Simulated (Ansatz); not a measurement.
ZrOs:
```
ZrOs
1.0
    3.27326     0.00000     0.00000
    0.00000     3.27326     0.00000
    0.00000     0.00000     3.27326
Zr Os
1 1
Cartesian
  1.63663   1.63663   1.63663
  0.00000   0.00000   0.00000
```

Relaxed with r²SCAN.

Problem. Map the valence electron density (e/Å³), cut off at 3 on the plane through (0.500, 0.500, 0.500) spanned by u = [1, 0, 0] and v = [0, 1, 1] in lattice vectors, from r²SCAN (plane waves, PAW; program Ansatz).

Solution. x is the fraction of u, y of v (the angle between them is 90°; rows are the nearest grid lines); atoms in the plane: Zr at (0.00, 0.00), Os at (0.50, 0.50).
```
|%@@@=.     .=@@@%|
|@@@%-       -%@@@|
|@@@*:       :*@@@|
|@@*-.       .-*@@|
|==:.         .:==|
|..             ..|
|      .....      |
|    ..:---:..    |
|    .-*@@@*-.    |
|   .:*@@@@@*:.   |
|   .-@@@@@@@-.   |
|   .=@@@@@@@=.   |
|   .=@@@@@@@=.   |
|   .-@@@@@@@-.   |
|   .:*@@@@@*:.   |
|    .-*@@@*-.    |
|    ..:---:..    |
|      .....      |
|..             ..|
|==:.         .:==|
|@@*-.       .-*@@|
|@@@*:       :*@@@|
|@@@%-       -%@@@|
|%@@@=.     .=@@@%|
```
Scale: ten equal steps from 0.156 (start of ' ') to 3.00 (end of '@'), in the order ' .:-=+*#%@'; x runs from 0.000 to 1.00, y from 0.000 (bottom) to 1.00 (top).

The density is the valence pseudo-density with augmentation charge, so density and ELF within about 1 Å of a nucleus are not all-electron values.

Space group Pm-3m (CsCl type). The workflow started from an entry of the Crystallography Open Database (COD). Its standing as an ambient phase is unchecked. The r²SCAN relaxation kept the symmetry of its start; whether a distortion lowers the energy is not shown. No spin polarisation was allowed. Spin–orbit coupling is left out wherever it is not named.

Potentials: the later of the program's two PAW sets.
